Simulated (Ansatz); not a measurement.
Level of theory: Ansatz 0.2.0, DFT PBE, scalar-relativistic, plane waves, PAW. Settings: cutoff 420 eV, Γ-centred meshes spaced at most about 0.3 Å⁻¹, and about 0.25 Å⁻¹ or finer for metals (2π included), Gaussian smearing. No spin polarisation in the final relaxations.

All energies are static (0 K, no zero-point motion).

Compare these two cells of Ga2Te2O, each relaxed at this level.

A.

```
Ga Te O
1.0
     5.30454    0.00000    0.00000
    -2.65227    4.59386    0.00000
     0.00000    0.00000    6.40224
Ga Te O
2 2 1
Direct
  0.00000 0.00000 0.21896
  0.00000 0.00000 0.78104
  0.33333 0.66667 0.00000
  0.66667 0.33333 0.00000
  0.00000 0.00000 0.50000
```

B.

```
Ga Te O
1.0
     5.28031    0.00000    0.00000
    -2.64016    4.57289    0.00000
     0.00000    0.00000    8.39943
Ga Te O
2 2 1
Direct
  0.00000 0.00000 0.27056
  0.00000 0.00000 0.72944
  0.33333 0.66667 0.50000
  0.66667 0.33333 0.50000
  0.00000 0.00000 0.50000
```

Task: Which would you expect to be lower, and how large is the difference?

Result: A is lower, by 123 meV/atom. A has space group P6/mmm (No. 191), 31.2 Å³/atom and no gap on its mesh; B has space group P6/mmm (No. 191), 40.6 Å³/atom and no gap. Counting O or Te atoms around Ga (for each partner element, those within 1.25 times its shortest distance or 1.15 times the sum of covalent radii, where it is the nearest in units of that sum or under 1.3; a plus sign parts groups by distance over the sum of covalent radii), A has Ga 1+6 and B has Ga 1. Both come from invented guesses.

No dispersion correction is applied, so the spacing and binding between layers, chains or molecules are poorly described (P6/mmm at 31.2 Å³/atom, P6/mmm at 40.6 Å³/atom), and this can change margins and order among such cells. Spin–orbit coupling, which can matter for Te, is left out. The zero gap of P6/mmm at 40.6 Å³/atom may come from the functional, which often closes small gaps, or the cell may be a true semimetal. Cells relaxed within their symmetry can be saddle points.
